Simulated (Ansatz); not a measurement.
A trial cell of In2GaP3, before relaxation:

```yaml
crystal:
  lattice:
    - [-1.96959, 1.96959, 8.35625]
    - [1.96959, -1.96959, 8.35625]
    - [1.96959, 1.96959, -8.35625]
  atoms:
    - { symbol: In, position: [0.83333, 0.83333, 0.00000] }
    - { symbol: In, position: [0.16667, 0.16667, 0.00000] }
    - { symbol: Ga, position: [0.50000, 0.50000, 0.00000] }
    - { symbol: P, position: [0.41667, 0.91667, 0.50000] }
    - { symbol: P, position: [0.08333, 0.58333, 0.50000] }
    - { symbol: P, position: [0.75000, 0.25000, 0.50000] }
```

All numbers below come from Ansatz 0.2.0, DFT PBE, scalar-relativistic, plane waves, PAW. Cutoff 420 eV, Gaussian smearing, Γ-centred meshes. Cell and atoms relax first on a coarse mesh and then on a converged one. In between, the cell is made exact in the group found at 0.06 Å. The steps can't lower the symmetry of their start. No spin polarisation.

A guess keeps its type if space group and coordination stay and the shape of the cell changes little (axis ratios within about 15 %, angles within 6°); the volume may change.

**Question.** Does it keep its structure type, or change into something else?

**Answer.** It keeps its type. The symmetry stays I-4m2 (No. 119). The volume per atom grows by 13.4 %, from 21.6 to 24.5 Å³. The shortest distance goes from 2.41 Å (Ga–P and In–P) to 2.43 Å (Ga–P). The ratio c/a of the conventional cell changes by a factor of 1.01. Counting neighbours within 15 % of an atom's shortest distance, the start has Ga 4, In 4, P 4 and the end Ga 4, In 4, P 4.

The last run used a 10×10×10 mesh for its 6-atom cell and Gaussian smearing of 0.02 eV. A structure relaxed within its symmetry needn't be a true minimum.
